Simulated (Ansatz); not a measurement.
input.yaml (Ansatz)

```yaml
crystal:
  lattice:
    - [2.9086586141, 0.0, 0.0]
    - [0.0, 2.9086586141, 0.0]
    - [0.0, 0.0, 2.9086586141]
  atoms:
    - { symbol: Se, position: [0.0, 0.0, 0.0] }
hamiltonian:
  xc: blyp
  pseudopotentials:
    kind: paw
    azcp:
      Se: "pseudopotentials/Se.paw.azcp"
basis:
  ecutwfc: 420
  fft_grid_basis: typed
kpoints:
  mp_grid: { grid: [12, 12, 12], shift: [0, 0, 0] }
magnetization:
  spin_polarized: false
scf:
  occupations: { method: fermi_dirac, width: 0.1 }
  lower_state_search: "off"
output:
  stress: true
```

and its output:

```
Engine: ansatz 0.2.0, x86_64-unknown-linux-gnu
Pseudopotentials: kind: paw
Pseudopotential: Se, paw, valence charge 16, recommended cutoff 420 eV (normal) 
Functional definition: BLYP
  parameter beta = 0.0042
  parameter a = 0.04918
  parameter b = 0.132
  parameter c = 0.2533
  parameter d = 0.349
  exchange = b88_x(beta = beta)
  correlation = lyp_c(a = a, b = b, c = c, d = d)
Crystal: 1 atoms, lattice volume = 24.608 Å³
Basis set: ecut = 420 eV, 461 PW (Γ), exchange–correlation on 40×40×40 points (8 copies of the dense FFT grid, shifted against one another)
Bands: 12, of which v1, the nominal top of the filled ones, is band 8 counted from 1 (7 counted from 0)
Symmetry: 48 space group operations
Space group: Pm-3m (ITA 221), of the structure as read, at distance tolerance 2.9e-5 Å
k-points: 84 of 1728
Non-local potential: Se, projectors of the file, l = 0: 2, l = 1: 2, l = 2: 3, l = 3: 1
PAW form: soft (Blöchl's): semilocal exchange-correlation on the pseudo side does not see the compensation charge
PAW frozen core: Se, regenerated for the run's functional, and the local potential with it (the file was generated under x = pbe(κ = 0.804, μ = 0.2195149727645171), c = pbe(β = 0.06672455060314922))
PAW one-centre angular grid: Se, 590 points (default); XC on 64 Gauss nodes
Initial density: superposition of atomic densities (neutral atoms: chi_scale 0, normalization atom), corrected by the library's trained network
Initial wavefunctions: pseudopotential atomic-orbital guess
Functional: x = b88, c = lyp
SCF iter   1: F=—  HF=-5479.918707 eV  |F-HF|=—  |Δ(HF+E_count)|=         —  Δρ=7.47e-3  dr2=1.52e-2  ethr=1.77e-3  ⟨swp⟩=5.3  Hψ=6096  notcnv=0
SCF iter   2: F=—  HF=-5479.914859 eV  |F-HF|=—  |Δ(HF+E_count)|=   3.85e-3  Δρ=4.29e-3  dr2=6.10e-3  ethr=9.50e-5  ⟨swp⟩=1.0  Hψ=1680  notcnv=0
SCF iter   3: F=—  HF=-5479.912318 eV  |F-HF|=—  |Δ(HF+E_count)|=   2.54e-3  Δρ=6.25e-4  dr2=1.23e-4  ethr=3.81e-5  ⟨swp⟩=2.4  Hψ=1718  notcnv=0
SCF iter   4: F=—  HF=-5479.912210 eV  |F-HF|=—  |Δ(HF+E_count)|=   1.08e-4  Δρ=2.58e-4  dr2=7.52e-6  ethr=7.66e-7  ⟨swp⟩=2.0  Hψ=1685  notcnv=0
SCF iter   5: F=—  HF=-5479.912182 eV  |F-HF|=—  |Δ(HF+E_count)|=   2.73e-5  Δρ=3.43e-5  dr2=2.32e-7  ethr=4.70e-8  ⟨swp⟩=2.9  Hψ=1703  notcnv=0
SCF iter   6: F=-5479.912182 eV  HF=-5479.912182 eV  |F-HF|=1.89e-10  |Δ(HF+E_count)|=   1.19e-7  Δρ=1.05e-6  dr2=2.73e-10  ethr=6.25e-10  ⟨swp⟩=4.0  Hψ=3198  notcnv=0
SCF 1 converged in 6 iterations: F = -5479.912182 eV  dr2 = 2.73e-10
SCF converged after 6 iterations
Free energy (F): -5479.912182 eV
Harris-Foulkes:  -5479.912182 eV  (|F-HF|=1.89e-10)
Internal energy: -5479.892364 eV  (E = F + TS)
E sigma→0 (E₀):  -5479.902273 eV
Entropy (-TS):   -0.019818 eV (-19.818 meV/atom)
Fermi energy:    8.750796 eV
--- Per-component energies (eV) ---
  E_band       = -381.034885
  E_kinetic    = 116.717155
  E_local      = -2326.309864  (includes V_loc(G=0)·N_el)
  E_nonlocal   = -597.229020
  E_hartree    = 1151.525229
  E_xc         = -101.998195
  E_vxc        = -94.545814  (∫ρ·V_xc dr)
  E_paw        = -1924.923785  (= ΣΔE_a)
  E_vpaw       = 217.283444  (= ΣTr[D̂ρ^β])
  E_aug_tail   = -0.000640  (compensation charges beyond the density's cutoff)
  E_ewald      = -1797.934600
  E_core_change = 0.261355  (= ΣΔE_core)
  E_smearing   = -0.019818  (= −TS)
  E_closure    = -0.000000  (closes the sum)
  Σ components = -5479.912182   (vs F -5479.912182, Δ=0.00e0)
--- Stress (GPa, compression-positive) ---
        0.054901       0.000000       0.000000
        0.000000       0.054901       0.000000
        0.000000       0.000000       0.054901
  P = ⅓ Tr σ = 0.0549 GPa (0.549 kbar)
```
